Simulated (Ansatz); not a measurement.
Tl (hcp, Mg type)

```yaml
crystal:
  lattice:
    - [3.60828, 0.00000, 0.00000]
    - [-1.80414, 3.12487, 0.00000]
    - [0.00000, 0.00000, 5.57421]
  atoms:
    - { symbol: Tl, position: [0.33333, 0.66667, 0.75000] }
    - { symbol: Tl, position: [0.66667, 0.33333, 0.25000] }
```

The atoms are displaced by Q × the pattern below (from a DFPT mode at Γ, largest move 1; Q in Å), at fixed cell. It is one choice among 2 degenerate patterns.

| atom | x | y | z |
|---|---|---|---|
| Tl1 | 0.000 | -1.000 | 0.000 |
| Tl2 | 0.000 | 1.000 | 0.000 |

Computed with PBE (plane waves to 420 eV, PAW, scalar-relativistic; Ansatz, a program for electronic structure). k mesh 15×15×9 (Γ-centred), Fermi-Dirac smearing 0.05 eV. The energy includes the smearing's −TS. With partly filled bands, energies and forces of such displacements shift with the k mesh and the smearing. Spin-orbit coupling is left out, though Tl is heavy. The relaxed volume of Tl is well above the measured one; the method has no dispersion term. Tl was relaxed with its symmetry unable to fall. The zero of ΔE is the undisplaced structure. The last digit holds for this mesh only.

```json
[
 {"Q (Å)": "-0.2800", "ΔE (meV/cell)": "63.2"},
 {"Q (Å)": "-0.2333", "ΔE (meV/cell)": "42.6"},
 {"Q (Å)": "-0.1867", "ΔE (meV/cell)": "26.1"},
 {"Q (Å)": "-0.1400", "ΔE (meV/cell)": "withheld"},
 {"Q (Å)": "-0.0933", "ΔE (meV/cell)": "5.6"},
 {"Q (Å)": "-0.0467", "ΔE (meV/cell)": "1.3"},
 {"Q (Å)": "0.0000", "ΔE (meV/cell)": "0.0"},
 {"Q (Å)": "0.0467", "ΔE (meV/cell)": "1.1"},
 {"Q (Å)": "0.0933", "ΔE (meV/cell)": "4.5"},
 {"Q (Å)": "0.1400", "ΔE (meV/cell)": "9.8"},
 {"Q (Å)": "0.1867", "ΔE (meV/cell)": "16.6"},
 {"Q (Å)": "0.2333", "ΔE (meV/cell)": "24.5"},
 {"Q (Å)": "0.2800", "ΔE (meV/cell)": "32.9"}
]
```

**Question.** Fit a polynomial form (powers 2, 3, 4) to the given rows and predict ΔE at Q = -0.1400.

**Answer.** Least squares on the 12 given rows: ΔE = (609.3)·Q² + (-698.4)·Q³ + (60.56)·Q⁴, in meV/cell with Q in Å; root-mean-square residual 0.21 meV/cell. At -0.1400 the fit gives 13.9 meV/cell; the calculation gives 13.7 meV/cell, so the interpolation is off by 0.2 (+1.5 %). The quadratic term alone would give 11.9 meV/cell.

(A displaced cell: forces are minus the slopes of the energy, force constants its curvatures, and phonons follow from these.)
